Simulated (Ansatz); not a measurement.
Relax this structure to zero stress and force, keeping its symmetry:

```xyz
4
Lattice="3.8616 0.0000 0.0000 -1.9308 3.3443 0.0000 0.0000 0.0000 7.2830" Properties=species:S:1:pos:R:3 pbc="T T T"
Pt    0.0000    2.2295    1.8208
Pt    1.9308    1.1148    5.4623
Pb    0.0000    0.0000    0.0000
Pb    0.0000    0.0000    3.6415
```

Level of theory: Ansatz, DFT PBEsol, scalar-relativistic, plane waves, PAW.

Cutoff 420 eV; k points 12×12×6 on the computed 4-atom cell (Γ-centred); Gaussian smearing, width 0.10 eV; no spin polarisation.

Problem. What does it relax to?

Solution. The volume goes down by 1.47 Å³/atom to 22.04 Å³/atom, and the energy falls by 23.8 meV/atom. Final structure:
```
CELL_PARAMETERS angstrom
3.74313 0.00000 0.00000
-1.87157 3.24165 0.00000
0.00000 0.00000 7.26584
ATOMIC_POSITIONS crystal
Pt 0.33333 0.66667 0.25000
Pt 0.66667 0.33333 0.75000
Pb 0.00000 0.00000 0.00000
Pb 0.00000 0.00000 0.50000
```

Spin–orbit coupling is left out, which can shift energies with elements as heavy as these.

Cost: 1 run of about 1.8 core-minutes, on Arm Neoverse V1 (shared hosts).